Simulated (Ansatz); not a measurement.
LaNbO4 (space group I4_1/a)

```
LaNbO4
1.0
   -2.66349     2.66349     5.65752
    2.66349    -2.66349     5.65752
    2.66349     2.66349    -5.65752
La Nb O
2 2 8
Cartesian
  0.00000   0.00000   0.00000
  0.00000   2.66349   2.82876
  0.00000   0.00000   5.65752
  2.66349   0.00000   2.82876
  0.90009   1.28086   4.65351
  1.38263   0.90009   1.82475
  1.76339   1.38263  -1.00401
  1.28086   1.76339   7.48227
  1.76339  -1.28086   3.83277
  1.28086  -0.90009   6.66153
  0.90009   3.94434  -1.82475
  1.38263   3.56358   1.00401
```

The slice is a (001) plane (indices of the conventional cell) through the point (0.098, 0.670, 0.091) (fractional), spanned by u = [101] and v = [011] in vectors of this cell: u (5.33 Å) and v (5.33 Å, at 90° to u). It covers one period; positions are fractions (u, v).

Method: LDA (plane waves to 420 eV, PAW, scalar-relativistic; Ansatz, an electronic-structure program). k mesh 7×7×7. Near the nuclei the fields are pseudised (PAW); where an atom keeps semicore shells as valence, they peak there. LaNbO4 is run without spin polarisation. LaNbO4 was relaxed with its symmetry unable to fall. This is one of several known forms of LaNbO4; the measured ambient cells at hand have space group No. 15.

Three fields on this plane, each scaled to ten steps between its own extremes (0 low, 9 high; the total valence density on a logarithmic scale, the potential cut 8 eV below its top; x marks points blanked near nuclei; v = 0 in the bottom row):

Map A
```
|xxxx75323455543211247xxx|
|xxx9642235677653222469xx|
|xx864322457887653334579x|
|776431124678886555445567|
|443210124578877666665545|
|322100013466766677876543|
|221100012345556788887643|
|432100001233445789987654|
|554310000122335678887665|
|765421000123334567777667|
|876531012345555556666678|
|887532124577876544445678|
|8765322468xxxx8643334567|
|765432357xxxxxx853223456|
|554323469xxxxxxx63111345|
|33333357xxxxxxxx63100123|
|223344579xxxxxx853100012|
|333456678xxxxxx742000122|
|5555677778xxxx7531001234|
|887777776777765321013467|
|xx987776555544310012479x|
|xxx9876543333210001369xx|
|xxxx86543332221000247xxx|
|xxxx86433333332100247xxx|
```

Map B
```
|xxxx83000245653100038xxx|
|xxx9720025788752000169xx|
|xx984100368998520000269x|
|887520014799974111111247|
|332100014789863124531012|
|000000014677632247874100|
|000000012454311379986200|
|122100000111101489996210|
|455320000000001479985212|
|777531000000000257763125|
|998630001234311124431247|
|998620013689873101111268|
|9975100269xxxx8410001378|
|876310148xxxxxx840001368|
|553100159xxxxxxx62000245|
|21000015xxxxxxxx73000012|
|000000138xxxxxx972000000|
|000001125xxxxxx951000000|
|4311122126xxxx9630000134|
|875212211367876310002578|
|xx842121112333200001589x|
|xxx8311100000000000379xx|
|xxxx62000000000000158xxx|
|xxxx73000012221000159xxx|
```

Map C
```
|xxxx56667888899877776xxx|
|xxx5788888888777666664xx|
|xx689999988877664434554x|
|779999999886664320012456|
|899999999987653100000257|
|899999999987641000000036|
|789999999998640000000025|
|789999999998630000000015|
|789999999998640000000025|
|778999999998752000000025|
|688999999998764100000246|
|678999999987665420013456|
|7889999987xxxx5554445667|
|888888887xxxxxx666667788|
|988766664xxxxxxx77778899|
|98653233xxxxxxxx78888999|
|875200000xxxxxx588888999|
|863000000xxxxxx788888999|
|7520000000xxxx7888888998|
|641000000035688988889987|
|xx000000004689998888875x|
|xxx0000002578999888885xx|
|xxxx00001468999988887xxx|
|xxxx33334678999888887xxx|
```

**Question.** Assign the maps to these fields: electron localisation function (ELF); valence electron density; electrostatic potential energy of an electron, from the cell's mean.

**Answer.** A is the valence electron density; B is the electron localisation function (ELF); C is the electrostatic potential energy of an electron, from the cell's mean.
